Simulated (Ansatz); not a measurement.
A geometry of MoRu away from equilibrium: step 2 of the relaxation of a relaxed MoRu cell, doubled along one cell vector, shaken by Gaussian noise of σ = 0.08 Å a coordinate. All values below come from PBE (plane waves to 420 eV, PAW, scalar-relativistic; Ansatz, a first-principles code). Γ-centred k-mesh 7×4×11 on the run's cell (coarser than for final values), Fermi–Dirac smearing 0.05 eV.

```xyz
8
Lattice="3.0595 -3.3658 -0.0094 6.1110 6.7244 -0.0460 -0.0152 -0.0058 2.8727" Properties=species:S:1:pos:R:3:forces:R:3 pbc="T T T" free_energy=-43338.685 pressure_GPa=1.3
Ru     3.0893    -1.9575     1.3669   -0.1187   -0.0444    0.1091
Ru     6.1190     1.4472     1.3793   -0.0297   -0.3461   -0.1486
Ru     3.0670     1.9109     1.3605   -0.1811   -0.0767    0.0302
Ru     6.1218     5.2416     1.3844   -0.2238    0.3622   -0.1377
Mo     1.7526    -0.0507    -0.0307    0.9377    0.3050   -0.0357
Mo     4.8490     3.3383    -0.0582    0.2678    0.0657   -0.0114
Mo     4.3233    -0.0233    -0.1190   -0.1999    0.0981    0.2348
Mo     7.4036     3.3661    -0.0733   -0.4524   -0.3638   -0.0407
```

Positions in Å, forces in eV/Å, free energy of the cell in eV (comparable only within this code, potentials and settings). Largest force: 0.99 eV/Å, on Mo5 (atoms numbered as listed); the geometry lies 0.01 eV/atom above the end of its relaxation.

No spin polarisation in the result.

The end of the path is a generated cell of MoRu: the first start was made by placing the elements on the sites of a structure type, and the end was not matched to a known phase here, so it may be hypothetical.
